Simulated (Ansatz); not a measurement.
# Bi4Te3 at a changed volume: ²⁰⁹Bi NMR of the central transition

Cell: a structure deposited in the COD, relaxed with PBE at fixed cell and then changed (volume scaled by 0.96, ions relaxed).

Space group R-3m:H (No. 166); a = 4.3908, c = 41.3219 Å, γ = 120.00°.

| site | Wyckoff | site symmetry | x | y | z |
| --- | --- | --- | --- | --- | --- |
| Bi1 | 6c | 3m | 0.0000 | 0.0000 | 0.7146 |
| Bi3 | 6c | 3m | 0.0000 | 0.0000 | 0.1463 |
| Te5 | 3a | -3m | 0.0000 | 0.0000 | 0.0000 |
| Te6 | 6c | 3m | 0.0000 | 0.0000 | 0.4232 |

One atom of each set is listed; the run and its k-mesh use a cell of 7 atoms with edges of 14.01, 14.01, 14.01 Å.

The numbers come from a DFT calculation in Ansatz (PBE, plane waves and PAW, scalar-relativistic, 420 eV cutoff, Γ-centred 12×12×12 k-points, Fermi–Dirac smearing 0.05 eV).

²⁰⁹Bi has I = 9/2 and Q = -516.0 mb (Pyykkö 2018); at 21.1 T its Larmor frequency is ν₀ = 146.9 MHz (from the bare nuclear moment; shielding lowers the observed one by a per cent or two). Only the quadrupole interaction is simulated: positions count from each site's isotropic chemical shift, and shift anisotropy, dipolar and J coupling are left out.

Task: Give C_Q, η, the quadrupolar product P_Q = |C_Q|(1 + η²/3)^½, the second-order isotropic shift and the breadth of the pattern (static powder) for each Bi site.

Result: 

```
site                     first shell  C_Q (MHz)     η  P_Q (MHz)  δ_QIS (ppm)  breadth (kHz)
 Bi1             6 Te at 3.07–3.22 Å      -28.1  0.00       28.1        -50.9           38.9
 Bi3  3 Bi at 3.04 Å, 3 Te at 3.45 Å      -83.6  0.00       83.6         -449            344
```

δ_QIS = −(ν_Q²/30ν₀²)[I(I+1) − 3/4](1 + η²/3) × 10⁶ ppm with ν_Q = 3|C_Q|/[2I(2I−1)]; it falls as 1/B₀² in ppm, and the breadth as 1/B₀ in kHz.

An axis of threefold or higher order runs through Bi1 and Bi3, so V_zz lies along it and η is zero.

Spin–orbit coupling is left out, which shifts gradients on Bi by a few per cent in wide-gap crystals, and can shift them far more where the calculated gap is small or absent, as here. Newer work puts Q(²⁰⁹Bi) near −420 mb, which would lower these couplings by about a fifth. With a gap of 0.13 eV under a smearing of 0.05 eV the band edges are partly filled, so small gradients can hang on the smearing and the k-mesh.

The relaxation (4 steps) took 7.5 min of wall time (7.3 min of CPU time) and 2.3 GiB at its peak, on 1 thread of Intel Xeon Platinum 8259CL CPU @ 2.50GHz (Skylake/Cascade Lake) (x86_64; 16 cores open to the job, memory cap 3.0 GiB, no GPU), a shared host with a load of 0.5 a core.
